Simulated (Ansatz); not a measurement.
Sr2GaSbO6:
```xyz
10
Lattice="0.0000 3.9361 3.9361 3.9361 0.0000 3.9361 3.9361 3.9361 0.0000" Properties=species:S:1:pos:R:3 pbc="T T T"
Sr     1.9681     1.9681     1.9681
Sr     5.9042     5.9042     5.9042
Ga     0.0000     0.0000     0.0000
Sb     3.9361     3.9361     3.9361
O      3.9361     5.9080     3.9361
O      3.9361     1.9643     3.9361
O      1.9643     3.9361     3.9361
O      5.9080     3.9361     3.9361
O      3.9361     3.9361     5.9080
O      3.9361     3.9361     1.9643
```

Relaxed with PBEsol. Special points in fractions of this cell's reciprocal vectors: Γ (0.000, 0.000, 0.000); X (0.500, 0.000, 0.500); U (0.625, 0.250, 0.625); K (0.375, 0.375, 0.750); L (0.500, 0.500, 0.500); W (0.500, 0.250, 0.750).

Question: List the band energies nearest the valence-band maximum at these points for PBEsol with spin–orbit coupling in the plane-wave PAW code Ansatz.

Answer: In eV from the valence-band maximum; about four levels below and three above (degenerate sets whole), none deeper than 8.9 eV; points with the same levels are listed once.

| k | below | above |
|---|---|---|
| Γ | 0.00 0.00 0.00 0.00 | 1.12 1.12 5.33 5.33 5.33 5.33 |
| X | -1.05 -1.05 -0.09 -0.09 | 5.05 5.05 7.24 7.24 |
| U | -1.03 -1.03 -0.31 -0.31 | 5.14 5.14 6.72 6.72 |
| L | -0.62 -0.62 -0.58 -0.58 | 4.22 4.22 5.33 5.33 |
| W | -0.62 -0.62 -0.62 -0.62 | 5.26 5.26 6.81 6.81 |

Space group Fm-3m. The workflow started from a Materials Project entry (that database holds measured and hypothetical structures alike); the Crystallography Open Database copy checked does not list it. Its standing as an ambient phase is unchecked. Symmetry was held in the PBEsol relaxation; whether a distortion lowers the energy is not shown.

Potentials: the later of the program's two PAW sets.
